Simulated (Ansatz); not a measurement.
SiGe:
```xyz
4
Lattice="1.9620 1.1327 6.3989 -1.9620 1.1327 6.3989 0.0000 -2.2655 6.3989" Properties=species:S:1:pos:R:3 pbc="T T T"
Si     0.0000     0.0000    18.0221
Si     0.0000     0.0000     1.1746
Ge     0.0000     0.0000     8.3694
Ge     0.0000     0.0000    10.8272
```

Relaxed with r²SCAN.

Give the Bader charges and basin volumes of the independent atoms, the program Ansatz at the r²SCAN level (PAW).



```tsv
atom	Bader charge (e)	Bader volume (Å³)
Si1	+0.28	19.4
Ge3	-0.28	23.2
```

Space group R-3m. The start of the workflow was typed in or built on a structure type; neither database checked (COD, Materials Project) lists it. Whether it is the stable phase at ambient conditions was not checked. The cell was relaxed with r²SCAN under the symmetry of its start; whether a distortion lowers the energy is not shown.

Potentials: the earlier of the program's two PAW sets.
